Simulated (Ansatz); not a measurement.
Property card for NbRu

NbRu:
Space group Fm-3m (No. 225); a = 5.195 Å, b = 5.195 Å, c = 5.195 Å, α = 90.00°, β = 90.00°, γ = 90.00°

```tsv
atom	site	symmetry	x	y	z
Ru	4a	m-3m	0.0000	0.0000	0.0000
Nb	4b	m-3m	0.5000	0.5000	0.5000
```
(The calculation used a cell of 2 atoms; values per cell refer to that cell.)

Space group Fm-3m (No. 225), rock salt; conventional cell a = b = c = 5.1946 Å, α = β = γ = 90.00°.

Method: plane-wave PAW PBE (Ansatz code). The cell and atoms are relaxed at this level. Other levels are named where they apply.

**Cell and energy**

```yaml
volume_per_atom: 17.52 Å³
density: 9.19 g/cm³
Formation energy from the elements (no fitted shifts): 0.37 eV/atom
```

**Electronic structure**

```yaml
electronic_character: metallic (no gap)
Density of states at the Fermi level: 0.70 states/eV per atom (mean over ±0.08 eV)
Gap with spin–orbit coupling: none (metallic)
```

**Mechanics**

```yaml
Bulk modulus (Birch–Murnaghan fit): 188 GPa
Pressure derivative B′: 4.3
```

The start of the workflow was typed in or built on a structure type; neither database checked (COD, Materials Project) lists it. COD files the formula under space group No. 123, 221, so this cell is another polymorph or a model. Its standing as an ambient phase is unchecked. Symmetry was held in the PBE relaxation; whether a distortion lowers the energy is not shown. No spin polarisation was allowed. Its formation energy is positive at this level, so the cell may be metastable or incomplete. The references are the lowest solids computed at this level, not always the standard phases. Spin–orbit coupling is left out wherever it is not named.

Potentials: the earlier of the program's two PAW sets.
